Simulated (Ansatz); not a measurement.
A trial cell of GaAuC6N6, before relaxation:

```cif
data_structure
_symmetry_space_group_name_H-M 'Fm-3m'
_symmetry_Int_Tables_number 225
_cell_length_a 10.1470
_cell_length_b 10.1470
_cell_length_c 10.1470
_cell_angle_alpha 90.000
_cell_angle_beta 90.000
_cell_angle_gamma 90.000
_cell_volume 1044.75
loop_
_atom_site_label
_atom_site_type_symbol
_atom_site_symmetry_multiplicity
_atom_site_Wyckoff_symbol
_atom_site_fract_x
_atom_site_fract_y
_atom_site_fract_z
_atom_site_occupancy
Ga1 Ga 4 a 0.00000 0.00000 0.00000 1
C1 C 24 e 0.18685 0.00000 0.00000 1
Au1 Au 4 b 0.50000 0.00000 0.00000 1
N1 N 24 e 0.30216 0.00000 0.00000 1
```

Method: DFT PBE, scalar-relativistic, plane waves, PAW (Ansatz). Cutoff 420 eV, Gaussian smearing, Γ-centred meshes. Cell and atoms relax first on a coarse mesh and then on a converged one. In between, the cell is made exact in the group found at 0.06 Å. The steps can't lower the symmetry of their start. Collinear spin is switched on along the way, since trial moments persisted in a coarse test.

A guess keeps its type if space group and coordination stay and the shape of the cell changes little (axis ratios within about 15 %, angles within 6°); the volume may change.

**Question.** Will the relaxed cell still be of the starting type?

**Answer.** It keeps its type. The symmetry stays Fm-3m (No. 225). The volume per atom grows by 26.3 %, from 18.7 to 23.6 Å³. The shortest distance goes from 1.17 Å (C–N) to 1.16 Å (C–N). Counting neighbours within 15 % of an atom's shortest distance, the start has Au 6, C 1, Ga 6, N 1 and the end Au 6, C 1, Ga 6, N 1.

The zero of energy is the elements' standard structures at the same level (N₂ as a molecule); no fitted shifts are applied.

**Question.** At what energy does it end?

**Answer.** +0.788 eV/atom. It can't be a ground state, since the elements alone are lower.

The last run used collinear spin, a 6×6×6 mesh for its 14-atom cell and Gaussian smearing of 0.02 eV. These runs have no spin–orbit coupling, which can matter for Au. The reference form of C is held partly by dispersion forces, which this level lacks. The magnetic state reached may not be the lowest. Symmetry constrained the relaxation, so the result can be a saddle point.
